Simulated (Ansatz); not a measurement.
NbAlB:
```yaml
crystal:
  lattice:
    - [1.67291, -7.35187, 0.00000]
    - [1.67291, 7.35187, 0.00000]
    - [0.00000, 0.00000, 3.11373]
  atoms:
    - { symbol: Al, position: [0.70038, 0.29962, 0.25000] }
    - { symbol: Al, position: [0.29962, 0.70038, 0.75000] }
    - { symbol: B, position: [0.46996, 0.53004, 0.75000] }
    - { symbol: B, position: [0.53004, 0.46996, 0.25000] }
    - { symbol: Nb, position: [0.08820, 0.91180, 0.75000] }
    - { symbol: Nb, position: [0.91180, 0.08820, 0.25000] }
```

Relaxed with plane-wave PAW PBE (Ansatz code). Indices refer to the conventional cell of Cmcm, a = 3.346 Å, b = 14.704 Å, c = 3.114 Å, α = β = γ = 90.00°.

### Question
Simulate the powder diffraction pattern (Ag Kα, λ = 0.560885 Å; lines above 1 %) up to 2θ = 30°.

### Answer
Simulated powder pattern, Ag Kα, λ = 0.560885 Å (kinematic, ideal powder, no thermal factors, no anomalous dispersion; the 30 strongest lines at most, above 1 %, up to 2θ = 30°):

```csv
2θ (°),d (Å),I/Imax (%),hkl
4.37,7.352,53,(020)
8.75,3.676,22,(040)
9.86,3.262,78,(110)
11.23,2.867,61,(021)
13.14,2.451,31,(060)
13.56,2.376,78,(041)
14.30,2.252,87,(111)
14.59,2.209,100,(150)
15.60,2.067,79,(131)
16.75,1.926,12,(061)
17.91,1.802,13,(151)
18.14,1.779,9.4,(170)
19.30,1.673,26,(200)
20.41,1.583,18,(081)
20.75,1.557,21,(002)
20.92,1.545,8.7,(171)
21.99,1.470,9.6,(0 10 0)
22.38,1.445,18,(221)
23.03,1.405,16,(112)
23.42,1.382,12,(260)
23.66,1.368,32,(241)
24.35,1.330,7.8,(0 10 1)
24.38,1.328,38,(191)
24.64,1.314,10,(062)
25.46,1.273,38,(152)
25.66,1.263,6.3,(261)
26.11,1.241,9.9,(1 11 0)
28.24,1.150,13,(281)
28.49,1.140,16,(202)
29.42,1.104,7.6,(2 10 0)
```

The start of the workflow was typed in or built on a structure type; neither database checked (COD, Materials Project) lists it. Whether it is the stable phase at ambient conditions was not checked. Symmetry was held in the PBE relaxation; its stability against distortions is not shown here. The run is not spin-polarised.

Potentials: the later of the program's two PAW sets.
